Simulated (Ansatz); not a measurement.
Input:

Ti$_{3}$Al:
```
Ti3Al
1.0
    5.61646     0.00000     0.00000
   -2.80823     4.86399     0.00000
    0.00000     0.00000     4.56568
Al Ti
2 6
Direct
  0.33333   0.66667   0.25000
  0.66667   0.33333   0.75000
  0.83033   0.66065   0.25000
  0.16967   0.83033   0.75000
  0.33935   0.16967   0.25000
  0.16967   0.33935   0.75000
  0.83033   0.16967   0.25000
  0.66065   0.83033   0.75000
```

This is the LDA-relaxed structure. Cartesian axes are those of the cell as given.

Task: All from plane-wave PAW LDA (Ansatz code), unless another level is named. Give the Hill bulk and shear moduli.

Result: 129 and 57.6 GPa.

Task: And the elastic constants (relaxed ions, GPa)?

Result: C11 = 202, C12 = 101, C13 = 76.3, C33 = 251, C44 = 54.6.

Space group P6_3/mmc. The LDA relaxation kept the symmetry of its start. No spin polarisation was allowed. As this level gives no gap, shear constants depend on the k-mesh and smearing (Fermi–Dirac, 0.1 eV here).

Potentials: the later of the program's two PAW sets.
